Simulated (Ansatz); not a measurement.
A geometry of AlCu away from equilibrium: step 2 of the relaxation of a relaxed AlCu cell shaken by Gaussian noise of σ = 0.08 Å a coordinate. All values below come from PBEsol (plane waves to 420 eV, PAW, scalar-relativistic; Ansatz, a program for electronic structure). Γ-centred k-mesh 9×9×6 on the run's cell (coarser than for final values), Fermi–Dirac smearing 0.05 eV.

```xyz
10
Lattice="5.9631 -2.0229 -0.0116 5.9642 2.0262 -0.0115 -3.9055 -0.0010 5.6127" Properties=species:S:1:pos:R:3 pbc="T T T"
Cu    -0.0264     0.0260    -0.0498
Cu     2.0012    -0.0142     1.4867
Cu     5.7910     0.0260     4.3116
Cu    -1.7045    -0.0070     4.3537
Cu     9.6703    -0.0858     1.2500
Al     3.9649     0.0180     2.7327
Al     0.0245    -0.0473     2.6051
Al     7.8353    -0.0362     2.8964
Al     0.5651    -0.0443     5.5701
Al     7.3526    -0.0432    -0.0564
```

**Question.** Give the Cartesian forces on all atoms (eV/Å).

**Answer.** 
```tsv
atom	Fx	Fy	Fz
Cu1	-0.14	-0.50	0.04
Cu2	0.50	-0.24	-1.30
Cu3	0.10	-0.42	-0.38
Cu4	-0.39	-0.01	-0.11
Cu5	0.09	0.49	-0.10
Al6	0.34	-0.49	0.56
Al7	-0.91	0.16	0.16
Al8	0.20	0.14	0.82
Al9	0.18	0.37	0.07
Al10	0.01	0.49	0.25
```

**Question.** What is the pressure?

**Answer.** +1.9 GPa, compression positive.

No spin polarisation in the result.
